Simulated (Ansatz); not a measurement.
A geometry of BeCo away from equilibrium: step 10 of the relaxation of a generated cell, BeCo built in the AFLOW prototype AB_hP2_187_d_a (B_h, as in WC). All values below come from PBEsol (plane waves to 420 eV, PAW, scalar-relativistic; Ansatz, an electronic-structure program). Γ-centred k-mesh 14×14×12 on the run's cell (coarser than for final values), Fermi–Dirac smearing 0.05 eV.

```xyz
2
Lattice="2.4663 0.0000 0.0000 -1.2331 2.1359 0.0000 0.0000 0.0000 3.2222" Properties=species:S:1:pos:R:3 pbc="T T T"
Co     0.0000     0.0000     0.0000
Be     1.2331     0.7120     1.6111
```
Spin-polarised start, with parallel moments on Co.

Question: Which atoms carry the largest force, and which way does it point?

Answer: No atom: all forces are below 0.005 eV/Å; only the cell is out of equilibrium.

Question: What is the pressure?

Answer: +8.5 GPa, compression positive.

Question: How far above the relaxed end point is this geometry?

Answer: 0.06 eV/atom; the path ends in P-6m2 (No. 187).

No spin polarisation in the result: the starting moments vanished. A magnetic state may lie lower.

The run could not lose the symmetry of its start; a randomly shaken copy of 4 atoms returns to this structure.

All atoms sit on sites fixed by symmetry, so only the cell could relax.

The end of the path is a generated cell of BeCo: the first start was made by placing the elements on the sites of a structure type, and the end was not matched to a known phase here, so it may be hypothetical.
